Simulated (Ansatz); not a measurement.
This run works on a generated trial structure, not on a known crystal.

Input and command of a plane-wave DFT calculation in Ansatz:

```yaml
crystal:
  lattice:
    - [-1.9534425482, 1.9534425482, 6.3787976375]
    - [1.9534425482, -1.9534425482, 6.3787976375]
    - [1.9534425482, 1.9534425482, -6.3787976375]
  atoms:
    - { symbol: Al, position: [0.25, 0.75, 0.5] }
    - { symbol: Al, position: [0.75, 0.25, 0.5] }
    - { symbol: B, position: [0.0, 0.0, 0.0] }
    - { symbol: As, position: [0.6186879302, 0.6186879302, 0.0] }
    - { symbol: As, position: [0.3813120698, 0.3813120698, 0.0] }
basis:
  ecutwfc: 420
kpoints:
  mp_grid: { grid: [14, 14, 14] }
hamiltonian:
  xc: pbe
scf:
  occupations: { method: gaussian, width: 0.1 }
output:
  forces: true
  stress: true
  eigenvalues: true
relax:
  adjacent_minimum: "off"
  f_tol: 0.01
  max_steps: 80
  cell: { stress_tol: 0.05 }
```

```bash
ansatz run input.yaml --threads 1 --pin off --max-ram 2560MiB --backend cpu --events-out ev --progress --plain --runs-dir out
```

Processor: AMD EPYC 7571, 1 thread, on a host shared with other jobs.

Q: Estimate time, memory and problem size.

A: About 3.8 min, peak memory 0.76 GiB. It solves 25 bands at 244 k points (after reduction by symmetry) with about 1921 plane waves (on the last cell), in 22 SCF iterations over 4 ionic steps.
